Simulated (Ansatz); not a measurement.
The start is a randomly generated symmetric cell of Pt (space group No. 71). Cell shape, volume and atoms are optimised at zero target pressure with PBEsol (plane waves to 420 eV, PAW, scalar-relativistic; Ansatz, a first-principles code). First-step values are on the input's coarse k-mesh.

Ansatz input (later rounds restart from its end on a renewed k-mesh):
Ansatz 0.2 input:
```yaml
crystal:
  lattice:
    - [-1.1357192, 1.2175999, 2.7292116]
    - [1.1357192, -1.2175999, 2.7292116]
    - [1.1357192, 1.2175999, -2.7292116]
  atoms:
    - { symbol: Pt, position: [0.5, 0.5, 0] }
basis: { ecutwfc: 420, ecutrho_ratio: 4, xc_grid: 2, fft_grid_basis: typed }
kpoints: { mp_grid: { grid: [19, 19, 19] } }
hamiltonian:
  xc: pbesol
  dispersion: none
  pseudopotentials: { kind: paw }
scf: { occupations: { method: fermi_dirac, width: 0.05 } }
relax: { f_tol: 0.01, max_steps: 100, cell: { stress_tol: 0.02 } }
output: { forces: true, stress: true }
```

```yaml
initial_pressure: "+58.9 GPa (positive: the cell is compressed)"
volume_change: -0.4 %, from 15.10 to 15.04 Å³/atom
Shortest distances (start → end): "The closest pairs of elements (up to four, under 3.6 Å), start → end: Pt–Pt 2.27 → 2.77 Å"
band_gap_at_the_end: no gap (metallic)
optimiser_moves: 13
```

Final structure:

```cif
data_Pt4
_chemical_formula_sum 'Pt4'
_space_group_name_H-M_alt 'Fm-3m'
_space_group_IT_number 225
_space_group_name_Hall '-F 4 2 3'
_cell_length_a 3.91819
_cell_length_b 3.91819
_cell_length_c 3.91819
_cell_angle_alpha 90.000
_cell_angle_beta 90.000
_cell_angle_gamma 90.000
loop_
_atom_site_label
_atom_site_type_symbol
_atom_site_symmetry_multiplicity
_atom_site_Wyckoff_symbol
_atom_site_fract_x
_atom_site_fract_y
_atom_site_fract_z
_atom_site_occupancy
Pt1 Pt 4 b 0.50000 0.50000 0.50000 1
```
(The calculation used a cell of 1 atom; values per cell refer to that cell.)

Final values are on a 20×20×20 k-mesh of the relaxed cell. No spin polarisation in the result.

The run could not lose the symmetry of its start.
